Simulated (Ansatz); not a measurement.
Trial structure of CsCu, not yet relaxed:

```xyz
2
Lattice="4.8979 0.0000 0.0000 -2.4490 4.2417 0.0000 0.0000 0.0000 6.4637" Properties=species:S:1:pos:R:3 pbc="T T T"
Cs    0.0000    2.8278    3.2319
Cu    0.0000    0.0000    0.0000
```

Computed with DFT PBE, scalar-relativistic, plane waves, PAW in Ansatz 0.2.0. Plane waves to 420 eV, a k mesh through Γ of 6×6×4 on the computed 2-atom cell and Gaussian smearing (0.10 eV); no spin polarisation.

Formation energies are uncorrected and refer to the elements' standard structures at the same level.

Q: Estimate its pressure, forces and energy as it stands.

A: The pressure is -1.2 GPa (the mean over three directions, positive in compression), the largest force is 0.00 eV/Å (symmetry fixes the atoms), and the energy is +0.78 eV/atom against the elements. The shortest distance is 4.29 Å.

Q: How much does it gain on relaxing, and where does it end?

A: Relaxing gains about 0.27 eV/atom in 11 ionic steps and ends at +0.507 eV/atom on the finer mesh. The symmetry stays P-6m2 (No. 187). The end has the tungsten carbide type. The volume per atom shrinks by 24.7 %, from 67.1 to 50.6 Å³. The shortest distance goes from 4.29 Å (Cs–Cu) to 3.71 Å (Cs–Cu). The ratio c/a of the conventional cell changes by a factor of 0.69. Conventional cell: a = 5.053 Å, c = 4.572 Å. Cs is surrounded by 6 Cu at 3.71 Å, 2 Cs at 4.57 Å and 6 Cs at 5.05 Å; Cu has 6 Cs at 3.71 Å.

The last run used a 6×6×6 mesh for its 2-atom cell and Gaussian smearing of 0.02 eV. The relaxation can't lower the symmetry of the start. Symmetry constrained the relaxation, so the result can be a saddle point. Another cell of CsCu relaxed alike, in P-3m1, lies 42 meV/atom lower, so this cell isn't the stable form at this level.
